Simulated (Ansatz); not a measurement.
# KBr: the volume at rest

KBr in the rock-salt structure, starting from this typed cell of 37.60 Å³ an atom.

```yaml
# lattice in Å, fractional positions
crystal:
  lattice:
    - [0.00000, 3.35000, 3.35000]
    - [3.35000, 0.00000, 3.35000]
    - [3.35000, 3.35000, 0.00000]
  atoms:
    - { symbol: K, position: [0.00000, 0.00000, 0.00000] }
    - { symbol: Br, position: [0.50000, 0.50000, 0.50000] }
```

DFT in Ansatz; k mesh 6×6×6; fixed occupations; no spin. Cell and atoms are relaxed to zero stress with the symmetry kept and no dispersion correction.

Caveats: coarse k mesh.

Problem. What volume results under PBE, and how much do the potentials matter?

Solution. 
| functional | potentials | cutoff (eV) | volume (Å³/atom) | change (%) |
| --- | --- | --- | --- | --- |
| PBE | all-electron PAW datasets (no frozen core) | 240 | 37.68 | 0.2 |
| PBE | Ansatz generated PAW | 420 | 37.69 | 0.3 |
| PBE | Ansatz hand-made PAW | 680 | 37.68 | 0.2 |
| PBE | JTH PAW | 690 | 37.81 | 0.6 |
| PBE | PseudoDojo norm-conserving | 1007 | 37.66 | 0.2 |
| PBE | Ansatz norm-conserving | 850 | 37.68 | 0.2 |
